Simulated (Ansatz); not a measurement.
Response of Pd to small distortions

```
Pd
1.0
     0.00000    1.94490    1.94490
     1.94490    0.00000    1.94490
     1.94490    1.94490    0.00000
Pd
1
Cartesian
  0.0000 0.0000 0.0000
```

The conventional cell has a = 3.890 Å, b = 3.890 Å, c = 3.890 Å, α = 90.00°, β = 90.00°, γ = 90.00°. Pd (atom 1) is surrounded by 12 Pd at 2.75 Å.

The cell is COD entry 9008478, as deposited and not checked against the literature; nothing was relaxed.

Spin polarisation is left out, and whether a magnetic state lies lower isn't shown here.

All numbers below come from DFT, PBEsol, PAW with Ansatz's default frozen-core files, scalar-relativistic in Ansatz 0.2.0.

Sampling and basis: a Γ-centred 18×18×18 k mesh, Fermi–Dirac smearing of 0.05 eV, cutoff 420 eV, no spin polarisation; the PAW files were made with PBE, and the program remakes their frozen cores for this functional.

The unchanged cell is at -2.21 GPa.

In a metal, stresses and small energies carry noise from the k mesh.

x, y and z are the Cartesian axes of the cell as listed; fractional coordinates follow a strain, and an engineering shear is twice the off-diagonal strain component.

Question: With this change (equal xy, yz and zx engineering shear strains of -2 %), what becomes of the energy and stress?

Answer: Energy change +4.0 meV/atom; stress change (xx, yy, zz, yz, xz, xy) 0.24, 0.24, 0.24, 1.48, 1.48, 1.48 GPa, compression positive.

Question: With this change (equal xy, yz and zx engineering shear strains of -1 %), what becomes of the energy and stress?

Answer: Energy change +1.0 meV/atom; stress change (xx, yy, zz, yz, xz, xy) 0.06, 0.06, 0.06, 0.74, 0.74, 0.74 GPa, compression positive.

With equal xy, yz and zx engineering shear strains of +1 %: energy change +1.0 meV/atom; stress change (xx, yy, zz, yz, xz, xy) 0.06, 0.06, 0.06, -0.74, -0.74, -0.74 GPa, compression positive.

With equal xy, yz and zx engineering shear strains of +2 %: energy change +4.0 meV/atom; stress change (xx, yy, zz, yz, xz, xy) 0.24, 0.24, 0.24, -1.51, -1.51, -1.51 GPa, compression positive.
